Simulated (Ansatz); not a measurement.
SrAg2Sn2 in space group I4/mmm (No. 139; Sr on 2a, Sn on 4e, Ag on 4d), r²SCAN in the plane-wave PAW code Ansatz, all energies at zero smearing, with the estimated change up to a 700 eV cutoff added, with one set of potentials and settings (totals compare only within such a set). Cell of 5 atoms (1 Sr, 2 Sn, 2 Ag): -30842.199 eV.

| element | reference phase | E (eV/atom) |
|---|---|---|
| Sr | P6_3/mmc, 2 atoms in the cell | -3555.1144 |
| Sn | Fd-3m, 2 atoms in the cell | -6038.6401 |
| Ag | R-3m, 3 atoms in the cell | -7603.9440 |

Formation energy per atom, worked out: (-30842.199 − 1×(-3555.1144) − 2×(-6038.6401) − 2×(-7603.9440))/5 = -0.383 eV/atom (-37 kJ per mol of atoms), at 0 K, without zero-point energy or fitted corrections.

The workflow started from an entry of the Crystallography Open Database (COD). Whether it is the stable phase at ambient conditions was not checked. The r²SCAN relaxation kept the symmetry of its start; whether a distortion lowers the energy is not shown. No spin polarisation was allowed. The references are the lowest solids computed at this level, not always the standard phases. Spin–orbit coupling is left out wherever it is not named.

Potentials: the later of the program's two PAW sets.
